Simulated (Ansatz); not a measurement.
An Ansatz input:

```yaml
crystal:
  lattice:
    - [4.877206045, 0.0, 0.0]
    - [-2.4386030225, 4.2237843345, 0.0]
    - [0.0, 0.0, 2.6735703005]
  atoms:
    - { symbol: Nb, position: [0.0, 1.0, 1.0], spin: 1.0 }
    - { symbol: Nb, position: [0.3333333333, 0.6666666667, 0.5], spin: 1.0 }
    - { symbol: Nb, position: [0.6666666667, 0.3333333333, 0.5], spin: 1.0 }
hamiltonian:
  xc: r2scan
  pseudopotentials:
    kind: paw
    azcp:
      Nb: "pseudopotentials/Nb.paw.azcp"
basis:
  ecutwfc: 500
  fft_grid_basis: typed
kpoints:
  mp_grid: { grid: [10, 10, 15], shift: [0, 0, 0] }
magnetization:
  spin_polarized: true
scf:
  occupations: { method: fermi_dirac, width: 0.05 }
```

Output

```
Engine: ansatz 0.2.0, aarch64-unknown-linux-gnu
Pseudopotentials: kind: paw
Pseudopotential: Nb, paw, valence charge 13, recommended cutoff 500 eV (meta_gga) 
Functional definition: r2SCAN
  parameter k0 = 0.174
  parameter k1 = 0.065
  parameter a1 = 4.9479
  exchange = r2scan_x(k0 = k0, k1 = k1, a1 = a1)
  correlation = r2scan_c
Crystal: 3 atoms, lattice volume = 55.076 Å³
Basis set: ecut = 500 eV, 1383 PW (Γ), exchange–correlation on 144×144×80 points (64 copies of the dense FFT grid, shifted against one another)
Bands: 26, of which v1, the nominal top of the filled ones, is band 20 counted from 1 (19 counted from 0)
Symmetry: 24 space group operations
Space group: P6/mmm (ITA 191), of the structure as read, at distance tolerance 3.8e-5 Å
Magnetic group: BNS 191.233 (UNI 1463), of the structure as read, at distance tolerance 3.8e-5 Å
k-points: 112 of 1500
Non-local potential: Nb, projectors of the file, l = 0: 3, l = 1: 2, l = 2: 2, l = 3: 1
PAW form: soft (Blöchl's): semilocal exchange-correlation on the pseudo side does not see the compensation charge
PAW frozen core: Nb, regenerated for the run's functional (the file was generated under x = pbe(κ = 0.804, μ = 0.2195149727645171), c = pbe(β = 0.06672455060314922))
PAW one-centre angular grid: Nb, 590 points (default); XC on 160 Gauss nodes
Initial density: superposition of atomic densities (chi_scale 0.1, normalization cell)
Starting moments: Σ|m| = 3 μB on 3 of 3 sites
Initial wavefunctions: pseudopotential atomic-orbital guess
Functional: x = r2scan, c = r2scan; τ floored in thin density (d = 2e-4 eV/Å³)
SCF iter   1: F=—  HF=-13690.578662 eV  |F-HF|=—  |Δ(HF+E_count)|=         —  Δρ=5.15e-2 (↑5.15e-2 ↓2.94e-2)  dr2=3.61e0  dr2_τ=3.82e-2  dr2_m=1.78e-1  M=1.446 μB ∫|m|=1.446 μB  β_m=0.58  ethr=3.10e-3  ⟨swp⟩=5.4  Hψ=22639  notcnv=0
Mixer restart at iter 1: flushing history
SCF iter   2: F=—  HF=-13690.218065 eV  |F-HF|=—  |Δ(HF+E_count)|=   3.61e-1  Δρ=3.58e-2 (↑3.58e-2 ↓2.40e-2)  dr2=2.01e0  dr2_τ=1.14e-2  dr2_m=6.00e-2  M=1.143 μB ∫|m|=1.143 μB  β_m=0.30  ethr=3.10e-3  ⟨swp⟩=2.7  Hψ=10803  notcnv=0  defer=166  κ⁻¹=1.0e0(r=1)
SCF iter   3: F=—  HF=-13690.176825 eV  |F-HF|=—  |Δ(HF+E_count)|=   4.12e-2  Δρ=1.06e-2 (↑7.78e-3 ↓1.06e-2)  dr2=9.82e-2  dr2_τ=2.26e-3  dr2_m=8.55e-3  M=0.419 μB ∫|m|=0.421 μB  β_m=0.30  ethr=3.10e-3  ⟨swp⟩=2.0  Hψ=10977  notcnv=0  defer=166  κ⁻¹=3.3e-2(r=2)
SCF iter   4: F=—  HF=-13690.329779 eV  |F-HF|=—  |Δ(HF+E_count)|=         —  Δρ=5.35e-3 (↑5.32e-3 ↓5.35e-3)  dr2=1.90e-2  dr2_τ=1.28e-3  dr2_m=4.16e-3  M=-0.017 μB ∫|m|=0.090 μB  β_m=0.30  ethr=2.52e-4  ⟨swp⟩=2.8  Hψ=11194  notcnv=0  defer=173
...
SCF iter  13: F=—  HF=-13690.331818 eV  |F-HF|=—  |Δ(HF+E_count)|=   4.82e-8  Δρ=1.26e-6 (↑1.26e-6 ↓6.82e-7)  dr2=3.27e-10  dr2_τ=1.19e-11  dr2_m=4.14e-10  M=0.000 μB ∫|m|=0.000 μB  β_m=0.62  ethr=5.26e-12  ⟨swp⟩=2.2  Hψ=10374  notcnv=0  defer=140  κ⁻¹=1.3e-7(r=8)
SCF iter  14: F=—  HF=-13690.331818 eV  |F-HF|=—  |Δ(HF+E_count)|=   2.31e-8  Δρ=7.86e-7 (↑7.86e-7 ↓5.61e-7)  dr2=8.48e-11  dr2_τ=1.20e-11  dr2_m=1.99e-10  M=0.000 μB ∫|m|=0.000 μB  β_m=0.65  ethr=1.00e-12  ⟨swp⟩=2.0  Hψ=10294  notcnv=0  defer=140  κ⁻¹=1.3e-7(r=8)
SCF iter  15: F=—  HF=-13690.331818 eV  |F-HF|=—  |Δ(HF+E_count)|=   8.48e-9  Δρ=7.51e-7 (↑7.51e-7 ↓6.03e-7)  dr2=6.44e-11  dr2_τ=1.94e-11  dr2_m=2.13e-10  M=0.000 μB ∫|m|=0.000 μB  β_m=0.89  ethr=1.00e-12  ⟨swp⟩=1.0  Hψ=16830  notcnv=0  κ⁻¹=4.1e-7(r=8)
SCF iter  16: F=-13690.331818 eV  HF=-13690.331818 eV  |F-HF|=4.18e-11  |Δ(HF+E_count)|=  9.44e-10  Δρ=1.78e-7 (↑1.78e-7 ↓1.34e-7)  dr2=2.26e-11  dr2_τ=9.86e-13  dr2_m=4.71e-12  M=0.000 μB ∫|m|=0.000 μB  ethr=1.00e-12  ⟨swp⟩=2.0  Hψ=11112  notcnv=0
SCF 1 converged in 16 iterations: F = -13690.331818 eV  dr2 = 2.26e-11
WARN: the starting moments were not kept: the SCF closed with an absolute magnetisation of 9.2e-6 μB, where they sum to 3 μB in size (3 sites). That is at most 0.1 of that sum. Measured as dr2_m measures the in/out step, that magnetisation stands 5.6e-12 eV from none, at or under the dr2_threshold of 1.0e-7 eV: it is no larger than a step whose dr2_m would equal this threshold. The system may hold no moment; this SCF shows only that its start led to no more than that. To try another start: raise the starting moments (crystal.atoms[].spin, magnetization.per_species, magnetization.initial_magnetization, or on a non-collinear deck that types none of these the spinor_matrix: blocks that start its atoms; where the total moment is fixed, keep their sum and leave initial_magnetization as it is; typed ones take the place of any that the run laid by itself, positive ones on a crystal's lanthanoids without a Hubbard term where scf.initial_density.shell_occupations: [] is typed) or, if the notice of its spin-set hold's release reads "site moments contracting" or "site moments show no strong build", lengthen the hold (scf.mixing.spin_hold: { on: { confirm: 4 } }; for m-r²SCAN on two components see the key's manual first). Each may lead to a state that holds a moment. A second SCF, from the converged charge density, with the starting moments and any scf.initial_density.shell_occupations laid on it anew, would have followed, and was not run: the deck does not ask for one (magnetization.retry_lost_moments is false, the default). To let it run, set magnetization.retry_lost_moments: true and run the deck again, where that key's refused combinations let it; where memory then withholds it, that run's warning says so.
this state was not tested for a lower state beside it, because the mixer in use, unlike msr1, does not test its closes by its own steps (another_mixer; see scf.mixing.algorithm and scf.lower_state_search)
SCF converged after 16 iterations
Magnetization: 0.0000 μB (19.5000 up, 19.5000 down)
Absolute magnetization: 0.0000 μB (∫|ρ↑−ρ↓|, with the PAW one-centre terms)
Spin contamination: 0.0000 ħ² per cell (⟨S²⟩ above its minimum at these occupations)
Per-site moments (μB) at R_I (Å): [(-1.45901986432497e-6, 1.1028477489562503), (2.142494396818593e-6, 1.1028477489562503), (2.1424943968597734e-6, 1.1028477489562503)]
Free energy (F): -13690.331818 eV
Harris-Foulkes:  -13690.331818 eV  (|F-HF|=4.18e-11)
Internal energy: -13690.309646 eV  (E = F + TS)
E sigma→0 (E₀):  -13690.320732 eV
Entropy (-TS):   -0.022172 eV (-7.391 meV/atom)
Fermi energy:    17.586936 eV
--- Per-component energies (eV) ---
  E_band       = -251.932775
  E_kinetic    = 1181.793528
  E_local      = -2127.630248  (includes V_loc(G=0)·N_el)
  E_nonlocal   = 358.983897
  E_hartree    = 662.492990
  E_xc         = -508.725996
  E_vxc        = -709.693941  (∫ρ·V_xc dr)
  E_paw        = -9270.899057  (= ΣΔE_a)
  E_vpaw       = -324.992143  (= ΣTr[D̂ρ^β])
  E_aug_tail   = 0.000013  (compensation charges beyond the density's cutoff)
  E_vtau       = 44.620069  (kinetic-family band-sum trace: ∫τ·v_τ [+ j·A + Jᵃ·Aᵃ] dr)
  E_ewald      = -3985.747482
  E_core_change = -0.577292  (= ΣΔE_core)
  E_smearing   = -0.022172  (= −TS)
  E_closure    = 0.000000  (closes the sum)
  Σ components = -13690.331818   (vs F -13690.331818, Δ=0.00e0)
```
